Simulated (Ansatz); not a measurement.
A 2-atom cell of InAs started from a crystallographic database, relaxed with r2SCAN, was run in the plane-wave code Ansatz under altered settings. All numbers are computed, without spin polarisation but where a row says otherwise.

```yaml
crystal:
  lattice:
    - [0.00000, 3.05459, 3.05459]
    - [3.05459, 0.00000, 3.05459]
    - [3.05459, 3.05459, 0.00000]
  atoms:
    - { symbol: In, position: [0.00000, 0.00000, 0.00000] }
    - { symbol: As, position: [0.25000, 0.25000, 0.25000] }
```

The base run's other keys:
```yaml
kpoints:
  mp_grid: { grid: [4, 4, 4] }
hamiltonian:
  xc: hse06
scf:
  occupations: { method: fermi_dirac, width: 0.02 }
  n_extra_bands: 4
```

It takes 15 iterations with 1139 plane waves at 420 eV and 8 k points, and leaves a mean stress of +0.10 GPa. The gap over this mesh is 0.402 eV. It ran on 4 threads of Intel(R) Xeon(R) 6975P-C (Granite Rapids), with other jobs on the host.

Outcomes, with energy and stress as changes against the base:
```
                                     setting            outcome  ΔF (meV/atom)  Δ mean stress (GPa)  gap on the mesh (eV)  iterations  wall time
       PBE hybrid, exx coeff 0.5, unscreened          converged              –                 -2.1                 2.589          29      8.4 s
       PBE hybrid, exx coeff 0.2, unscreened          converged              –                 +0.2                 0.729          21      7.2 s
    PBE hybrid, exx coeff 0.2, omega 0.5 1/Å  converged, warned              –                 +1.5                  none          16      6.9 s
PBE hybrid, exx coeff 0.35, omega 0.2078 1/Å          converged              –                 -0.7                 0.748          23        8 s
                scf.occupations: tetrahedron            refused              –                    –                     –           –     0.02 s
```
A dash marks a value that wasn't obtained or can't be compared. Stress is positive in compression. The base took 6.9 s.

- PBE hybrid, exx coeff 0.5, unscreened. That is 50 % exact exchange, at all ranges, against HSE06's 25 % screened at 0.208 1/Å. The mean stress moves by -2.1 GPa and the gap on the mesh by +2.188 eV (to 2.589). Totals of different functionals aren't comparable.
- PBE hybrid, exx coeff 0.2, unscreened. That is 20 % exact exchange, at all ranges, against HSE06's 25 % screened at 0.208 1/Å. The mean stress moves by +0.2 GPa and the gap on the mesh by +0.328 eV (to 0.729). Totals of different functionals aren't comparable.
- PBE hybrid, exx coeff 0.2, omega 0.5 1/Å. That is 20 % exact exchange, screened with ω = 0.5 1/Å, against HSE06's 25 % screened at 0.208 1/Å. The mean stress moves by +1.5 GPa and the gap on the mesh by -0.402 eV (no gap is left). Totals of different functionals aren't comparable. Warned: filled band counts differ across k points.
- PBE hybrid, exx coeff 0.35, omega 0.2078 1/Å. That is 35 % exact exchange, screened with ω = 0.2078 1/Å, against HSE06's 25 % screened at 0.208 1/Å. The mean stress moves by -0.7 GPa and the gap on the mesh by +0.346 eV (to 0.748). Totals of different functionals aren't comparable.
- scf.occupations: tetrahedron. It is rejected at once. Error: 2 input errors — fix all and re-run

No spin-orbit coupling is included; it can move band edges with weight on the heavy atoms by tenths of an eV.

The stress of a hybrid is loosely converged in these runs.

The meshes of the hybrids are coarse, so their gaps aren't converged to the digits shown.
